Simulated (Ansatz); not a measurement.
In plane-wave PAW PBEsol (Ansatz code), AgPt in the L1₀ or tetragonal B2 structure (P4/mmm) relaxes to a = 2.747 Å, c = 4.169 Å. Ag has 12 nearest neighbours from 2.75 Å (cuboctahedral); Pt has 12 nearest neighbours from 2.75 Å (cuboctahedral). Against the elements it lies at 56 meV/atom, with no fitted shifts.

Electronic character: metallic (no gap). Gap from PBEsol with spin–orbit coupling: none (metallic).

An equation-of-state fit gives a bulk modulus of 189 GPa. The relaxed-ion elastic constants in GPa are C11 = 322, C12 = 115, C13 = 156, C33 = 225, C44 = 57.6, C66 = 17.0. The elastic constants imply a Debye temperature near 232 K. The highest mode at Γ lies at 188 cm⁻¹.

The start of the workflow was typed in or built on a structure type; neither database checked (COD, Materials Project) lists it. Whether it is the stable phase at ambient conditions was not checked. The cell was relaxed with PBEsol under the symmetry of its start; its stability against distortions is not shown here. No spin polarisation was allowed. As this level gives no gap, shear constants depend on the k-mesh and smearing (Fermi–Dirac, 0.1 eV here). As this level gives no gap, phonon frequencies hold no LO–TO term and depend on the k-mesh and smearing (Fermi–Dirac, 0.1 eV here). Axis ratios of metals converge slowly with the k-mesh, so a and c are less sure than the volume. On the denser mesh and wider smearing of the elastic run this cell carries a stress of 0.4 GPa. The references are the lowest solids computed at this level, not always the standard phases. Spin–orbit coupling is left out wherever it is not named.

Potentials: the earlier of the program's two PAW sets. The files were generated under PBE; for other functionals the program regenerates the frozen cores, and for LDA and PBEsol the local potential too.
